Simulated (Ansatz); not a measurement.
MoS2:
```cif
data_Mo3S6
_chemical_formula_sum 'Mo3 S6'
_space_group_name_H-M_alt 'R3m :H'
_space_group_IT_number 160
_space_group_name_Hall 'R 3 -2"'
_cell_length_a 3.17624
_cell_length_b 3.17624
_cell_length_c 18.67134
_cell_angle_alpha 90.000
_cell_angle_beta 90.000
_cell_angle_gamma 120.000
loop_
_atom_site_label
_atom_site_type_symbol
_atom_site_symmetry_multiplicity
_atom_site_Wyckoff_symbol
_atom_site_fract_x
_atom_site_fract_y
_atom_site_fract_z
_atom_site_occupancy
Mo1 Mo 3 a 0.00000 0.00000 0.00023 1
S1 S 3 a 0.00000 0.00000 0.58374 1
S2 S 3 a 0.00000 0.00000 0.75001 1
```
(The calculation used a cell of 3 atoms; values per cell refer to that cell.)

Relaxed at zero pressure with plane-wave PAW r²SCAN+D4 (Ansatz code).

Question: The volume is raised by 9 % and shape and atoms relax at that volume. What pressure results, and how do the axes share the change?

Answer: -1.5 GPa; a 0.4 %, b 0.4 %, c 8.1 %; the energy rises by 10 meV/atom.

Question: Give the new structure.

Answer: 
Space group R3m, hexagonal axes (No. 160); a = b = 3.190 Å, c = 20.182 Å, α = β = 90.00°, γ = 120.00°

```csv
atom,site,symmetry,x,y,z
Mo,3a,3m,0.0000,0.0000,0.0002
S,3a,3m,0.0000,0.0000,0.5900
S,3a,3m,0.0000,0.0000,0.7438
```

The phase is kept; no other phase was compared at this pressure.

The cell was relaxed with r²SCAN+D4 under the symmetry of its start. No spin polarisation was allowed.

Potentials: the earlier of the program's two PAW sets.
